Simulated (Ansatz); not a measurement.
## YSi2Os2 squeezed and stretched

A database entry relaxed whole under r2SCAN (I4/mmm):

```yaml
crystal:
  lattice:
    - [-2.08377, 2.08377, 4.80718]
    - [2.08377, -2.08377, 4.80718]
    - [2.08377, 2.08377, -4.80718]
  atoms:
    - { symbol: Y, position: [0.00000, 0.00000, 0.00000] }
    - { symbol: Si, position: [0.37022, 0.37022, 0.00000] }
    - { symbol: Si, position: [0.62978, 0.62978, 0.00000] }
    - { symbol: Os, position: [0.75000, 0.25000, 0.50000] }
    - { symbol: Os, position: [0.25000, 0.75000, 0.50000] }
```

The cell was scaled uniformly, its shape held, and the atoms relaxed at each volume with plane-wave PAW DFT (Ansatz 0.2.0; r2SCAN, 500 eV, 11×11×11 Γ-centred mesh, fermi-dirac occupations of width 0.100 eV; no spin, no spin-orbit coupling). One row is withheld.

```csv
volume (Å³/atom),energy over the lowest (meV/atom),pressure (GPa)
15.697,36.9,12.70
16.031,?,?
16.365,3.7,3.71
16.699,0.0,-0.03
17.033,3.6,-3.35
17.367,13.7,-6.28
17.701,29.3,-8.84
```

Task: Fit the pressures of the other rows to the third-order Birch-Murnaghan form.

Result: With f = [(V₀/V)^(2/3) − 1]/2 and P = 3B₀f(1 + 2f)^(5/2)[1 + 3(B₀′ − 4)f/2], least squares gives V₀ = 16.70 Å³ an atom, B₀ = 176 GPa and B₀′ = 5.1; the rows miss the fit by 0.01 GPa. The slope of the energies differs from these pressures by 0.07 GPa, since they are taken to zero smearing while pressures follow the free energy.

Task: What does the withheld row hold?

Result: The fit gives 7.93 GPa at 16.031 Å³; the run gave 7.94 GPa and 15.6 meV an atom.

Caveats: the shape of the cell was held, so B₀ is an upper bound where the axes differ in stiffness; 0 K, fixed nuclei; the symmetry was kept, and this need not be the phase that is stable at 0 K; one mesh for all volumes; pressure is positive in compression.
